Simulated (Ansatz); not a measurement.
The start is a generated cell, YSi2 built in the AFLOW prototype AB2_hP3_164_a_d (C6, as in CdI2). The structure is fully relaxed (lattice and positions, P = 0) with r2SCAN (plane waves to 500 eV, PAW, scalar-relativistic; Ansatz, an electronic-structure program). The first steps use a coarse 8×8×4 k-mesh.

Initial structure:
```
YSi2
1.0
    3.47505     0.00000     0.00000
   -1.73753     3.00948     0.00000
    0.00000     0.00000     5.60598
Y Si
1 2
Cartesian
  0.00000   0.00000   0.00000
  0.00000   2.00632   1.41271
  1.73753   1.00316   4.19327
```

Initial pressure: +33 GPa (positive: the cell is compressed)
Energy released: 2.39 eV/atom
Shortest distances (start → end): The closest pairs of elements (up to four, under 3.6 Å), start → end: Si–Si 3.43 → 2.35 Å; Si–Y 2.45 → 3.08 Å; Y–Y 3.48 → 4.00 Å
Optimiser moves: 16

The end point of the relaxation:

Space group P6/mmm (No. 191); a = b = 4.067 Å, c = 4.000 Å, α = β = 90.00°, γ = 120.00°

```csv
atom,site,symmetry,x,y,z
Y,1a,6/mmm,0.0000,0.0000,0.0000
Si,2d,-6m2,0.3333,0.6667,0.5000
```

Final values are on a 13×13×12 k-mesh of the relaxed cell. No spin polarisation in the result. The relaxed primitive cell holds an odd number of electrons. A magnetic state may lie lower.

The run could not lose the symmetry of its start.

The first start was generated by placing the elements on the sites of a structure type. A measured structure of YSi2 has the same space group, P6/mmm (No. 191); the sites were not compared with it.
